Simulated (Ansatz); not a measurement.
Cd2SeS:
Space group P3m1 (No. 156); a = b = 4.157 Å, c = 6.797 Å, α = β = 90.00°, γ = 120.00°

```csv
atom,site,symmetry,x,y,z
Cd,1a,3m.,0.0000,0.0000,0.4886
Cd,1b,3m.,0.3333,0.6667,0.0106
Se,1b,3m.,0.3333,0.6667,0.6272
S,1a,3m.,0.0000,0.0000,0.1217
```

Relaxed with LDA.

### Question
Give the optical modes at the zone centre with their infrared activity from DFPT, LDA (plane waves, PAW; program Ansatz).

### Answer
Transverse frequencies, without the LO–TO term; a row sums one degenerate level.

```csv
ω (cm⁻¹),degeneracy,IR ((D/Å)²/amu),activity,symmetry
37,2,0.00,IR-inactive,E
132,1,0.04,IR,A1
182,1,3.74,IR,A1
185,2,4.83,IR,E
243,2,7.92,IR,E
273,1,3.38,IR,A1
```

### Question
How high does the top mode go among those that the LO–TO term moves?

### Answer
270 cm⁻¹ for q along x, 270 cm⁻¹ for q along y, 295 cm⁻¹ for q along z.

The first step of the workflow began from a Materials Project structure, measured or hypothetical; the Crystallography Open Database copy checked does not list it. Its standing as an ambient phase is unchecked. The cell was relaxed with LDA under the symmetry of its start; of distortions, only those at the zone centre were tested.

Potentials: the later of the program's two PAW sets.
